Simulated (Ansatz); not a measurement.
SiC:
```xyz
2
Lattice="0.0000 2.1782 2.1782 2.1782 0.0000 2.1782 2.1782 2.1782 0.0000" Properties=species:S:1:pos:R:3 pbc="T T T"
C      3.2673     3.2673     3.2673
Si     0.0000     0.0000     0.0000
```

Relaxed with the program Ansatz at the r²SCAN level (PAW). Indices refer to the conventional cell of F-43m, a = b = c = 4.3563 Å, α = β = γ = 90.00°.

Task: Simulate the powder diffraction pattern (Co Kα, λ = 1.79026 Å; lines above 1 %) up to 2θ = 90°.

Result: Simulated powder pattern, Co Kα, λ = 1.79026 Å (kinematic, ideal powder, no thermal factors, no anomalous dispersion; the 30 strongest lines at most, above 1 %, up to 2θ = 90°):

```csv
2θ (°),d (Å),I/Imax (%),hkl
41.70,2.515,100,(111)
48.53,2.178,18,(200)
71.07,1.540,45,(220)
85.92,1.313,37,(311)
```

The cell was relaxed with r²SCAN under the symmetry of its start; phonons on a q-mesh show no instability.

Potentials: the later of the program's two PAW sets.
